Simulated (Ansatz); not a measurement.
# Two states of BaTiO₃

```
O Ti Ba
1.0
     8.10934    0.00000    0.00000
     0.00000    4.05467    0.00000
     0.00000    0.00000    4.05467
O Ti Ba
6 2 2
Direct
  0.00000 0.00000 0.50000
  0.50000 0.00000 0.50000
  0.25000 0.00000 0.00000
  0.75000 0.00000 0.00000
  0.00000 0.50000 0.00000
  0.50000 0.50000 0.00000
  0.25000 0.50000 0.50000
  0.75000 0.50000 0.50000
  0.00000 0.00000 0.00000
  0.50000 0.00000 0.00000
```

The numbers come from plane-wave PAW DFT (Ansatz): r2SCAN, 500 eV, 3×6×6 Γ-centred k points, gaussian occupations (width 0.0134 eV). Nothing was relaxed.

State A: Ti7 up, Ti8 up (collinear spin). State B: Ti7 up, Ti8 down (collinear spin).

Which state is lower, and how do they differ?

They are level within 1 meV an atom.

```json
{"state": "A", "free energy (meV/atom)": "0.0", "largest moment in a small sphere (μB)": "1.87", "net moment (μB/cell)": "3.82", "gap on mesh (eV)": "metal", "pressure (GPa)": "48.3", "largest force (eV/Å)": "0.00"}
{"state": "B", "free energy (meV/atom)": "0.5", "largest moment in a small sphere (μB)": "1.85", "net moment (μB/cell)": "0.00", "gap on mesh (eV)": "metal", "pressure (GPa)": "48.2", "largest force (eV/Å)": "0.00"}
```

Origin: a database entry at a rescaled volume. Caveats: atoms or cell far from equilibrium.

Ba sits on the octahedral site here and Ti on the 12-fold one, the reverse of the real perovskite.
